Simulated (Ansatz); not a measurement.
Y5Ge3:
```xyz
16
Lattice="8.4971 0.0000 0.0000 -4.2485 7.3587 0.0000 0.0000 0.0000 6.4404" Properties=species:S:1:pos:R:3 pbc="T T T"
Y     -3.2165     5.5712     4.8303
Y     -1.0320     1.7875     1.6101
Y      2.0640     0.0000     1.6101
Y      6.4331     0.0000     4.8303
Y      1.0320     1.7875     4.8303
Y      3.2165     5.5712     1.6101
Y      0.0000     4.9058     3.2202
Y      4.2485     2.4529     3.2202
Y      4.2485     2.4529     0.0000
Y      0.0000     4.9058     0.0000
Ge     3.3394     0.0000     4.8303
Ge     5.1577     0.0000     1.6101
Ge     1.6697     2.8920     1.6101
Ge     2.5788     4.4667     4.8303
Ge    -1.6697     2.8920     4.8303
Ge    -2.5788     4.4667     1.6101
```

Relaxed with r²SCAN.

Question: Map the electron localisation function on the plane through (0.000, 0.757, 0.750) spanned by u = [1, 1, 0] and v = [1, -1, 0] in lattice vectors, from plane-wave PAW r²SCAN (Ansatz code).

Answer: x is the fraction of u, y of v (the angle between them is 90°; rows are the nearest grid lines); atoms in the plane: Y at (0.00, 0.00), Y at (0.50, 0.50), Y at (0.00, 0.76), Y at (0.50, 0.26), Y at (0.36, 0.88), Y at (0.86, 0.38), Ge at (0.32, 0.08), Ge at (0.82, 0.58), Ge at (0.23, 0.38), Ge at (0.73, 0.88).
```
|-*@@%-.:*###***####*==----=+**+=..=%@@*-|
|@@@*-...:....:-=-:..=*#%%%#***##*-.:*%@@|
|--:...::...+%@@@@%+::*%%#+==--=+**=:..:-|
|.::=++=:.:*@@%==#@@#.+#*+-. -  :=*##+-:.|
|++=:...:...-*%@@%#=.-*%%#*+===++**-..-++|
|#%@@%-.:=****+======++++**#####+:.-%@@%#|
|=*@@%-.-*##**+**####=-::::-=+++-..=%@@*=|
|%%#=..=**=-.   :=+#%+-.....-=***=:.:=#%%|
|-::-=*#%#+=:..:-+*%%*+===+*#%%#######+=-|
|%*+=--=*#%%%%%%##+-:..:=*#%*+-.  .:=*#%%|
|#*=:..:-=*#%%#*-:.::::..-*#+=:  : .-+#%#|
|*=:....:-===-..:#@@@@@@#:.=#*+====+*#%#*|
|=++**###%%%#*-.:#@@@@@@#:..=+++=--:::--=|
|.:*%%#+==--=+**=:..:-:...::...+%@@@@%+:.|
|::+##+=:   .-+*#*-....:-==:..+@@@%%@@@*:|
|.:+%#+=:. .:=+*#+:.....:--:..=%@@@@@@%+.|
|:=*#%%%%#####+:.-#@@@@%=...:::...::....:|
|*=-::::-=+++-..=%@@**@@%-.-*##**+**####*|
|*=:.....:==+=:.:*@@@@@@*::+**+=---=+#%%*|
|#*=::::-+##%%%#+-......:=*#*=:    .-+#%#|
|*+==+*#%%*+====+*#%%*+++*#%%#*+++++*%%#*|
|-::..-*#+=:  : .-+#%*=:..:-=*#%%#*-:.::-|
|@@%*:.-**+-.  .:=*#%+:.....:=+*+-..:*%@@|
|-*@@%-.:*###***####*==----=+**+=..=%@@*-|
```
Scale: ten equal steps from -0.023 (start of ' ') to 0.861 (end of '@'), in the order ' .:-=+*#%@'; x runs from 0.000 to 1.00, y from 0.000 (bottom) to 1.00 (top).

The density is the valence pseudo-density with augmentation charge, so density and ELF within about 1 Å of a nucleus are not all-electron values.

Space group P6_3/mcm. The workflow started from a Materials Project entry (that database holds measured and hypothetical structures alike); the Crystallography Open Database copy checked does not list it. Its standing as an ambient phase is unchecked. Symmetry was held in the r²SCAN relaxation; its stability against distortions is not shown here. No spin polarisation was allowed.

Potentials: the later of the program's two PAW sets.
